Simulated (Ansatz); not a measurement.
Relaxed-ion elastic tensor of TiAl in space group P-6m2 (No. 187; Ti on 1a, Al on 1d) in GPa (Voigt order), r²SCAN in the plane-wave PAW code Ansatz; density 3.76 g/cm³, 16.52 Å³ per atom.

```tsv
	1	2	3	4	5	6
1	149	104	69.1	0.0	0.0	0.0
2	104	149	69.1	0.0	0.0	0.0
3	69.1	69.1	244	0.0	0.0	0.0
4	0.0	0.0	0.0	81.8	0.0	0.0
5	0.0	0.0	0.0	0.0	81.8	0.0
6	0.0	0.0	0.0	0.0	0.0	22.7
```

### Question
Is the crystal mechanically stable?

### Answer
Yes: the smallest eigenvalue of C is 22.7 GPa.

### Question
Work out the Voigt, Reuss and Hill averages.

### Answer
K_V = 114, K_R = 112, K_H = 113; G_V = 57.3, G_R = 39.8, G_H = 48.6 GPa.

### Question
Give Young's modulus, Poisson's ratio, Pugh's ratio and the universal anisotropy index.

### Answer
E = 9KG/(3K + G) = 128 GPa; ν = 0.31; K/G = 2.33 (ductile by the Pugh limit of 1.75); A_U = 5G_V/G_R + K_V/K_R − 6 = 2.21.

### Question
Estimate the sound speeds and the Debye temperature.

### Answer
v_l = √((K + 4G/3)/ρ) = 6880 m/s, v_t = √(G/ρ) = 3590 m/s, mean 4020 m/s; Θ = (h/k)(3n/4πV)^(1/3) v_m = 470 K.

### Question
Solve the Christoffel equation for the three sound speeds along x, y, z.

### Answer
Eigenvalues of C_ijkl n_j n_l equal ρv². In km/s, slowest first: x 2.46, 4.66, 6.30; y 2.46, 4.66, 6.30; z 4.66, 4.66, 8.06.

### Question
How much does each axis shrink under pressure?

### Answer
Linear compressibilities β_i = Σ_j S_ij (j = 1 to 3): x 3.4, y 3.4, z 2.2 per TPa.

The workflow started from a Materials Project entry (that database holds measured and hypothetical structures alike); the Crystallography Open Database copy checked does not list it. With Ti and Al taken as one species the cell has the higher symmetry P6_3/mmc, so it may be an ordered model of a mixed-site phase. It is not the phase usual at ambient conditions (space group No. 123). The cell was relaxed with r²SCAN under the symmetry of its start; of distortions, only those at the zone centre were tested. No spin polarisation was allowed. As this level gives no gap, shear constants depend on the k-mesh and smearing (Fermi–Dirac, 0.1 eV here).

Potentials: the later of the program's two PAW sets.
